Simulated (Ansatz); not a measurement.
# Profile along the W–W line in W (bcc, W type)

W (bcc, W type)

```yaml
crystal:
  lattice:
    - [-1.59183, 1.59183, 1.59183]
    - [1.59183, -1.59183, 1.59183]
    - [1.59183, 1.59183, -1.59183]
  atoms:
    - { symbol: W, position: [0.00000, 0.00000, 0.00000] }
```

Fields along a shortest W–W line of a {211} plane (2.76 Å), from W to W, interpolated on the slice's grid (step about 0.2 Å). Level of theory: PBE (plane waves to 420 eV, PAW, scalar-relativistic; Ansatz, an electronic-structure program). k mesh 20×20×20. Inside the PAW spheres the values are not all-electron values, and peaks at nuclei hang on which shells count as valence. Spin-orbit coupling is left out, though W is heavy. The PAW data are Ansatz's earlier set. W is run without spin polarisation. W was relaxed with its symmetry unable to fall.

```tsv
distance from W (Å)	valence electron density (e/Å³)	electron localisation function
0.00	5.01	x
0.14	5.33	x
0.28	5.80	x
0.41	5.57	x
0.55	4.39	0.71
0.69	2.80	0.69
0.83	1.52	0.54
0.97	0.83	0.36
1.10	0.54	0.29
1.24	0.43	0.34
1.38	0.40	0.36
1.52	0.43	0.34
1.66	0.54	0.29
1.79	0.83	0.36
1.93	1.52	0.54
2.07	2.80	0.69
2.21	4.39	0.71
2.35	5.57	x
2.48	5.80	x
2.62	5.33	x
2.76	5.01	x
```

x: too close to a nucleus for the ELF to mean much.

Density on the W–W line (2.76 Å) at its midpoint: 0.40 e/Å³. ELF at that point: 0.4.
